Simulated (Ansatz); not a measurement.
Ansatz (a first-principles code) input:

Ansatz 0.2 input:
```yaml
crystal:
  lattice:
    - [0.0, 2.6721124471, 2.6721124471]
    - [2.6721124471, 0.0, 2.6721124471]
    - [2.6721124471, 2.6721124471, 0.0]
  atoms:
    - { symbol: Ta, position: [0.0, 0.0, 0.0] }
    - { symbol: W, position: [0.5, 0.5, 0.5] }
kpoints:
  mp_grid: { grid: [10, 10, 10] }
  band_path:
    path:
      - [[0.0, 0.0, 0.0], [0.5, 0.0, 0.5], [0.625, 0.25, 0.625]]  # Γ-X-U
      - [[0.375, 0.375, 0.75], [0.0, 0.0, 0.0], [0.5, 0.5, 0.5], [0.5, 0.25, 0.75], [0.5, 0.0, 0.5]]  # K-Γ-L-W-X
    npoints: 12
hamiltonian:
  xc: r2scan
  pseudopotentials: { azcp: { folder: ./paw }, kind: paw_fr }
magnetization: { noncollinear: true, spin_orbit: true }
scf:
  n_extra_bands: 13
  convergence: { dr2_threshold: 0.0000000001 }
  occupations: { method: gaussian, width: 0.05 }
output: { eigenvalues: true }
```

Output (shortened):

```
Pseudopotentials: kind: paw_fr
Pseudopotential: Ta, paw, valence charge 13
Pseudopotential: W, paw, valence charge 14
Functional definition: r2SCAN
non-collinear run that drives no moment, with spin-orbit …
Crystal: 2 atoms, lattice volume = 38.159 Å³
Basis set: ecut = 500 eV, 941 PW (Γ), exchange–correlation on 120×120×120 points (64 copies of the dense FFT grid, shifted against one another)
Bands: 40, of which v1, the nominal top of the filled ones, is band 27 counted from 1 (26 counted from 0)
Symmetry: 48 space group operations + 48 with time reversal
k-points: 47 of 1000
Projection manifold: j_resolved (fully-relativistic pseudo-atomic orbitals)
PAW frozen core: Ta, regenerated for the run's functional
PAW frozen core: W, regenerated for the run's functional
Initial density: superposition of atomic densities (chi_scale 0.1, normalization cell, long waves kept (reshape's long-wave potential 0.00 eV rms))
Initial wavefunctions: pseudopotential atomic-orbital guess
Eigensolver: davidson
Functional: x = r2scan, c = r2scan; τ floored in thin density (d = 2e-4 eV/Å³)
SCF iter   1: F=—  HF=-20293.106914 eV  |F-HF|=—  |Δ(HF+E_count)|=         —  Δρ=8.64e-2  dr2=4.52e0  dr2_τ=6.48e-2  dr2_m=0.00e0 (ungated)  ethr=3.10e-3  |M|=0.00e0 ∫|m|=0.00e0 μB  |m|>n=0.0e0 m-floor=0.0e0 τ_xc=0.0e0  β_m=0.30  ⟨swp⟩=6.7  Hψ=4384  notcnv=0  defer=10
all-band conjugate gradients solve this SCF's bands
preconditioner: auto → none
SCF iter   2: F=—  HF=-20292.668801 eV  |F-HF|=—  |Δ(HF+E_count)|=   4.38e-1  Δρ=4.70e-2  dr2=1.17e0  dr2_τ=1.28e-1  dr2_m=0.00e0 (ungated)  ethr=3.10e-3  |M|=0.00e0 ∫|m|=0.00e0 μB  |m|>n=0.0e0 m-floor=0.0e0 τ_xc=0.0e0  β_m=0.26  ⟨swp⟩=3.0  Hψ=1900  notcnv=0  defer=332
preconditioner: auto → Kerker (q_TF=auto, 2.575 Å⁻¹)
spin=Noncollinear: Kerker preconditioning applied to the charge; magnetization (m_x, m_y, m_z) channels mix plain (no charge-response kernel on spin).
SCF iter   3: F=—  HF=-20292.507926 eV  |F-HF|=—  |Δ(HF+E_count)|=   1.61e-1  Δρ=3.05e-2  dr2=1.65e-1  dr2_τ=1.11e-3  dr2_m=0.00e0 (ungated)  ethr=3.10e-3  |M|=0.00e0 ∫|m|=0.00e0 μB  |m|>n=0.0e0 m-floor=0.0e0 τ_xc=0.0e0  β_m=0.40  ⟨swp⟩=2.0  Hψ=1146  notcnv=0  defer=332
SCF iter   4: F=—  HF=-20292.561519 eV  |F-HF|=—  |Δ(HF+E_count)|=   5.36e-2  Δρ=5.95e-3  dr2=5.65e-3  dr2_τ=1.18e-3  dr2_m=0.00e0 (ungated)  ethr=6.13e-4  |M|=0.00e0 ∫|m|=0.00e0 μB  |m|>n=0.0e0 m-floor=0.0e0 τ_xc=0.0e0  β_m=0.50  ⟨swp⟩=2.4  Hψ=1420  notcnv=0  defer=332
SCF iter   5: F=—  HF=-20292.567030 eV  |F-HF|=—  |Δ(HF+E_count)|=   5.51e-3  Δρ=2.89e-3  dr2=2.20e-3  dr2_τ=6.03e-5  dr2_m=0.00e0 (ungated)  ethr=2.09e-5  |M|=0.00e0 ∫|m|=0.00e0 μB  |m|>n=0.0e0 m-floor=0.0e0 τ_xc=0.0e0  β_m=0.75  ⟨swp⟩=2.5  Hψ=1665  notcnv=0  defer=328
SCF iter   6: F=—  HF=-20292.566690 eV  |F-HF|=—  |Δ(HF+E_count)|=   3.41e-4  Δρ=4.63e-4  dr2=6.33e-5  dr2_τ=1.59e-6  dr2_m=0.00e0 (ungated)  ethr=8.14e-6  |M|=0.00e0 ∫|m|=0.00e0 μB  |m|>n=0.0e0 m-floor=0.0e0 τ_xc=0.0e0  β_m=0.83  ⟨swp⟩=2.0  Hψ=1274  notcnv=0  defer=328
SCF iter   7: F=—  HF=-20292.566739 eV  |F-HF|=—  |Δ(HF+E_count)|=   4.95e-5  Δρ=8.38e-5  dr2=1.51e-6  dr2_τ=3.59e-8  dr2_m=0.00e0 (ungated)  ethr=2.34e-7  |M|=0.00e0 ∫|m|=0.00e0 μB  |m|>n=0.0e0 m-floor=0.0e0 τ_xc=0.0e0  β_m=0.92  ⟨swp⟩=2.0  Hψ=1039  notcnv=0  defer=328
SCF iter   8: F=—  HF=-20292.566742 eV  |F-HF|=—  |Δ(HF+E_count)|=   2.21e-6  Δρ=1.61e-5  dr2=6.21e-8  dr2_τ=1.00e-9  dr2_m=0.00e0 (ungated)  ethr=5.58e-9  |M|=0.00e0 ∫|m|=0.00e0 μB  |m|>n=0.0e0 m-floor=0.0e0 τ_xc=0.0e0  β_m=0.96  ⟨swp⟩=2.1  Hψ=1082  notcnv=0  defer=328
SCF iter  11: F=-20292.566742 eV  HF=-20292.566742 eV  |F-HF|=1.46e-11  |Δ(HF+E_count)|=  2.76e-10  Δρ=1.97e-7  dr2=1.25e-11  dr2_τ=7.48e-14  dr2_m=0.00e0 (ungated)  ethr=1.00e-12  |M|=0.00e0 ∫|m|=0.00e0 μB  |m|>n=0.0e0 m-floor=0.0e0 τ_xc=0.0e0  ⟨swp⟩=8.2  Hψ=3070  notcnv=0
SCF 1 converged in 11 iterations: F = -20292.566742 eV  dr2 = 1.25e-11
NSCF: frozen V_eff on 74 k-points
SCF converged after 11 iterations
Magnetization: |M| = 0.0000 μB,  M = (+0.0000, +0.0000, +0.0000) μB
Absolute magnetization: 0.0000 μB (∫|m|)
  site 0: m = (+0.0000, +0.0000, +0.0000) μB, |m| = 0.0000 μB  (R = 1.10 Å)
  site 1: m = (+0.0000, +0.0000, +0.0000) μB, |m| = 0.0000 μB  (R = 1.10 Å)
Free energy (F): -20292.566742 eV
Harris-Foulkes:  -20292.566742 eV  (|F-HF|=1.46e-11)
Internal energy: -20292.564857 eV  (E = F + TS)
E sigma→0 (E₀):  -20292.565799 eV
Entropy (-TS):   -0.001885 eV (-0.942 meV/atom)
Fermi energy:    17.600325 eV
--- Per-component energies (eV) ---
  E_band       = -296.079893
  E_kinetic    = 813.911501
  E_local      = -1364.564711  (includes V_loc(G=0)·N_el)
  E_nonlocal   = -36.368474
  E_hartree    = 524.490188
  E_xc         = -552.097734
  E_vxc        = -508.065079  (∫ρ·V_xc dr)
  E_paw        = -16887.616229  (= ΣΔE_a)
  E_vpaw       = -276.385827  (= ΣTr[D̂ρ^β])
  E_aug_tail   = 0.000099  (compensation charges beyond the density's cutoff)
  E_vtau       = 26.412249  (kinetic-family band-sum trace: ∫τ·v_τ [+ j·A + Jᵃ·Aᵃ] dr)
  E_ewald      = -2788.921278
  E_core_change = -1.398218  (= ΣΔE_core)
  E_smearing   = -0.001885  (= −TS)
  E_closure    =  0.000000  (closes the sum)
  Σ components = -20292.566742   (vs F -20292.566742, Δ=0.00e0)
  [band-id]    e_kinetic+e_local+e_nonlocal+2·e_hartree+e_vxc+e_vpaw+e_augmentation_tail+e_vtau = -296.079867   (vs E_band -296.079893, Δ=2.56e-5)
--- Band table (eV; the first three rows and the last of 47) ---
  k-point 0: bands = ["-57.6510", "-57.6510", "-51.6288", "-51.6288", "-28.4369", "-28.4369", "-23.8426", "-23.8426", "-18.8311", "-18.8311", "-18.8311", "-18.8311", "-15.1222", "-15.1222", "-15.1222", "-15.1222", "9.2054", "9.2054", "13.7532", "13.7532", "13.7532", "13.7532", "14.2738", "14.2738", "14.2738", "14.2738", "14.5678", "14.5678", "23.3444", "23.3444", "23.3444", "23.3444", "24.0091", "24.0091", "25.3785", "25.3785", "26.3398", "26.3398", "26.3398", "26.3398"]
  k-point 1: bands = ["-57.6505", "-57.6505", "-51.6291", "-51.6291", "-28.4364", "-28.4364", "-23.8481", "-23.8481", "-18.8296", "-18.8296", "-18.8260", "-18.8260", "-15.1439", "-15.1439", "-15.1372", "-15.1372", "9.4596", "9.4596", "13.9070", "13.9070", "13.9243", "13.9243", "14.2893", "14.2893", "14.4389", "14.4389", "14.6943", "14.6943", "22.9854", "22.9854", "23.1106", "23.1106", "23.7025", "23.7025", "24.8324", "24.8324", "25.4144", "25.4144", "25.8368", "25.8368"]
  k-point 2: bands = ["-57.6492", "-57.6492", "-51.6296", "-51.6296", "-28.4350", "-28.4350", "-23.8624", "-23.8624", "-18.8258", "-18.8258", "-18.8124", "-18.8124", "-15.2002", "-15.2002", "-15.1765", "-15.1765", "10.1942", "10.1942", "14.2585", "14.2585", "14.3904", "14.3904", "14.4250", "14.4250", "14.9231", "14.9231", "15.1501", "15.1501", "22.0228", "22.0228", "22.4174", "22.4174", "22.7751", "22.7751", "22.9879", "22.9879", "23.6701", "23.6701", "26.1906", "26.1906"]
  k-point 46: bands = ["-57.6449", "-57.6449", "-51.6295", "-51.6295", "-28.4472", "-28.4472", "-23.9501", "-23.9501", "-18.8670", "-18.8670", "-18.7955", "-18.7955", "-15.2372", "-15.2372", "-15.1958", "-15.1958", "13.6655", "13.6655", "14.0346", "14.0346", "14.6440", "14.6440", "14.8877", "14.8877", "16.3350", "16.3350", "18.6322", "18.6322", "19.2786", "19.2786", "20.5866", "20.5866", "20.7482", "20.7482", "21.7201", "21.7201", "21.7703", "21.7703", "22.6437", "22.6437"]
  band table: 40 of 40 bands, residual norms ≤ 1.0e-3 eV
```

Cost: around 70 core-seconds (rough) on shared cores.

Space group Fm-3m (rock salt). The start of the workflow was typed in or built on a structure type; neither database checked (COD, Materials Project) lists it. Whether it is the stable phase at ambient conditions was not checked. Symmetry was held in the r²SCAN relaxation. At this level the phase is mechanically unstable. No spin polarisation was allowed. Its formation energy is positive at this level, so the cell may be metastable or incomplete.

Potentials: the earlier of the program's two PAW sets.

Ansatz is a plane-wave DFT program.
